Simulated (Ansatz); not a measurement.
BaCuTeF:
```xyz
8
Lattice="4.3593 0.0000 0.0000 0.0000 4.3593 0.0000 0.0000 0.0000 9.2747" Properties=species:S:1:pos:R:3 pbc="T T T"
Ba     0.0000     2.1796     6.1074
Ba     2.1796     0.0000     3.1673
Cu     0.0000     0.0000     0.0000
Cu     2.1796     2.1796     0.0000
Te     2.1796     0.0000     7.7826
Te     0.0000     2.1796     1.4921
F      2.1796     2.1796     4.6374
F      0.0000     0.0000     4.6374
```

Relaxed with PBEsol. Special points in fractions of this cell's reciprocal vectors: Γ (0.000, 0.000, 0.000); X (0.000, 0.500, 0.000); M (0.500, 0.500, 0.000); Z (0.000, 0.000, 0.500); R (0.000, 0.500, 0.500); A (0.500, 0.500, 0.500).

Problem. List the band energies nearest the valence-band maximum at these points for PBEsol with spin–orbit coupling in the plane-wave PAW code Ansatz.

Solution. In eV from the valence-band maximum; about four levels below and three above (degenerate sets whole), none deeper than 8.9 eV; points with the same levels are listed once.

```
k                    below                above
-  -----------------------  -------------------
Γ    -0.29 -0.29 0.00 0.00  0.67 0.67 1.75 1.75
X  -0.95 -0.95 -0.95 -0.95  1.82 1.82 1.82 1.82
M  -1.83 -1.83 -1.83 -1.83  2.17 2.17 2.17 2.17
Z  -0.33 -0.33 -0.02 -0.02  0.89 0.89 1.24 1.24
R  -0.93 -0.93 -0.93 -0.93  1.92 1.92 1.92 1.92
A  -1.83 -1.83 -1.83 -1.83  2.64 2.64 2.64 2.64
```

Space group P4/nmm. The first step of the workflow began from a Materials Project structure, measured or hypothetical; the Crystallography Open Database copy checked does not list it. Whether it is the stable phase at ambient conditions was not checked. Symmetry was held in the PBEsol relaxation; phonons show weakly imaginary modes. The run is not spin-polarised. No Hubbard U is applied.

Potentials: the earlier of the program's two PAW sets. The files were generated under PBE; for other functionals the program regenerates the frozen cores, and for LDA and PBEsol the local potential too.
